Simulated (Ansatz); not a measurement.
CaAlHO$_{2}$:
```
CaAlHO2
1.0
    3.72742     0.00000     0.00000
    0.00000     3.72742     0.00000
    0.00000     0.00000     3.44776
Ca Al O H
1 1 2 1
Cartesian
  1.86371   1.86371   1.72388
  0.00000   0.00000   0.00000
  1.86371   0.00000   0.00000
  0.00000   1.86371   0.00000
  0.00000   0.00000   1.72388
```

x, y and z are the axes in which the lattice vectors are written.

Problem. Give the high-frequency dielectric tensor and the Born effective charge tensors of the independent atoms from DFPT, DFT-PBEsol in the program Ansatz with PAW potentials.

Solution. 
ε∞:
```
3.99  0.00  0.00
0.00  3.99  0.00
0.00  0.00  4.36
```
Z* of atom 1 (Ca), rows: field, columns: displacement, in e:
```
2.54  0.00  0.00
0.00  2.54  0.00
0.00  0.00  2.72
```
Z* of atom 2 (Al), rows: field, columns: displacement, in e:
```
2.87  0.00  0.00
0.00  2.87  0.00
0.00  0.00  2.74
```
Z* of atom 3 (O), rows: field, columns: displacement, in e:
```
-2.82   0.00   0.00
 0.00  -1.95   0.00
 0.00   0.00  -2.13
```
Z* of atom 5 (H), rows: field, columns: displacement, in e:
```
-0.65   0.00   0.00
 0.00  -0.65   0.00
 0.00   0.00  -1.21
```

Space group P4/mmm. The start of the workflow was typed in or built on a structure type; neither database checked (COD, Materials Project) lists it. Whether it is the stable phase at ambient conditions was not checked. Symmetry was held in the PBEsol relaxation. At this level the phase is dynamically unstable (imaginary phonons).

Potentials: the earlier of the program's two PAW sets. The files were generated under PBE; for other functionals the program regenerates the frozen cores, and for LDA and PBEsol the local potential too.
